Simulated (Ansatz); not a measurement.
This guess for Bi₂TeO₃ is about to be relaxed.

```cif
data_structure
_symmetry_space_group_name_H-M 'P 1'
_symmetry_Int_Tables_number 1
_cell_length_a 4.0357
_cell_length_b 4.0357
_cell_length_c 8.9652
_cell_angle_alpha 90.000
_cell_angle_beta 90.000
_cell_angle_gamma 120.000
_cell_volume 126.46
loop_
_atom_site_label
_atom_site_type_symbol
_atom_site_fract_x
_atom_site_fract_y
_atom_site_fract_z
_atom_site_occupancy
Bi1 Bi 0.00000 0.00000 0.16636 1
Bi2 Bi 0.00000 0.00000 0.83364 1
Te1 Te 0.00000 0.00000 0.50000 1
O1 O 0.36236 0.00000 0.00000 1
O2 O 0.00000 0.36236 0.00000 1
O3 O 0.63764 0.63764 0.00000 1
```

All numbers below come from Ansatz, DFT PBE, scalar-relativistic, plane waves, PAW. Cutoff 420 eV, Gaussian smearing, Γ-centred meshes. Cell and atoms relax first on a coarse mesh and then on a converged one. In between, the cell is made exact in the group found at 0.06 Å. The steps can't lower the symmetry of their start. No spin polarisation.

A guess keeps its type if space group and coordination stay and the shape of the cell changes little (axis ratios within about 15 %, angles within 6°); the volume may change.

Task: Does it keep its structure type, or change into something else?

Result: It doesn't keep its type. The symmetry stays P-62m (No. 189). The volume per atom grows by 152.5 %, from 21.1 to 53.2 Å³. The shortest distance goes from 2.09 Å (Bi–O) to 2.13 Å (Bi–O). The ratio c/a of the conventional cell changes by a factor of 0.60. Counting neighbours within 15 % of an atom's shortest distance, the start has Bi 3, O 6, Te 2 and the end Bi 3, O 2, Te 2. In detail, at the end Bi is surrounded by 3 O at 2.13 Å, 1 Bi at 2.84 Å and 1 Te at 2.93 Å; Te is surrounded by 2 Bi at 2.93 Å; around O lie 2 Bi at 2.13 Å and 2 O at 2.74 Å.

```
Bi Te O
1.0
     6.51354    0.00000    0.00000
    -3.25677    5.64089    0.00000
     0.00000    0.00000    8.68998
Bi Te O
2 1 3
Direct
  0.00000 0.00000 0.16331
  0.00000 0.00000 0.83669
  0.00000 0.00000 0.50000
  0.24284 0.00000 0.00000
  0.00000 0.24284 0.00000
  0.75716 0.75716 0.00000
```

The last run used a 6×6×4 mesh (in the run's order of axes) for its 6-atom cell and Gaussian smearing of 0.02 eV. Weakly bound directions are ill-defined at this level, which has no dispersion term. These runs have no spin–orbit coupling, which can matter for Bi and Te. A structure relaxed within its symmetry needn't be a true minimum. Another cell of Bi2TeO3 relaxed alike, in P-3m1, lies 0.42 eV/atom lower, so this cell isn't the stable form at this level.
